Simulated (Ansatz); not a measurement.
LaAu in space group Cmcm (No. 63; La on 4c, Au on 4c), DFT-r²SCAN in the program Ansatz with PAW potentials, all energies at zero smearing, with the estimated change up to a 700 eV cutoff added, with one set of potentials and settings (totals compare only within such a set). Cell of 4 atoms (2 La, 2 Au): -38859.975 eV.

```csv
element,reference phase,E (eV/atom)
La,"P6_3/mmc, 4 atoms in the cell",-6264.6784
Au,"Fm-3m, 1 atoms in the cell",-13163.5078
```

Formation energy per atom, worked out: (-38859.975 − 2×(-6264.6784) − 2×(-13163.5078))/4 = -0.901 eV/atom (-87 kJ per mol of atoms), at 0 K, without zero-point energy or fitted corrections.

The workflow started from a Materials Project entry (that database holds measured and hypothetical structures alike); the Crystallography Open Database copy checked does not list it. Whether it is the stable phase at ambient conditions was not checked. The cell was relaxed with r²SCAN under the symmetry of its start; its stability against distortions is not shown here. The references are the lowest solids computed at this level, not always the standard phases. Scalar-relativistic: spin–orbit coupling is off unless named, which matters more the heavier the elements.

Potentials: the later of the program's two PAW sets.
